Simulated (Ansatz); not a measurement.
SiSe₂:
```
CELL_PARAMETERS angstrom
     -2.92973     4.74192     2.91905
      2.92973    -4.74192     2.91905
      2.92973     4.74192    -2.91905
ATOMIC_POSITIONS crystal
  Si 0.25000 0.25000 0.00000
  Si 0.75000 0.75000 0.00000
  Se 0.87367 0.22266 0.09633
  Se 0.12633 0.77734 0.90367
  Se 0.62633 0.72266 0.34900
  Se 0.37367 0.27734 0.65100
```

This is the PBE+D3(BJ)-relaxed structure. Tensor components refer to the Cartesian frame of this cell.

Question: All from plane-wave PAW PBE+D3(BJ) (Ansatz code), unless another level is named. Estimate the elastic constants (relaxed ions, GPa).

Answer: C11 = 17.7, C22 = 13.6, C33 = 95.8, C12 = 12.1, C13 = -2.4, C23 = 5.0, C44 = 5.2, C55 = 0.2, C66 = 12.2.

Question: And the highest zone-centre frequency (without LO–TO term)?

Answer: 493 cm^-1.

Space group Ibam. The PBE+D3(BJ) relaxation kept the symmetry of its start; of distortions, only those at the zone centre were tested.

Potentials: the later of the program's two PAW sets.
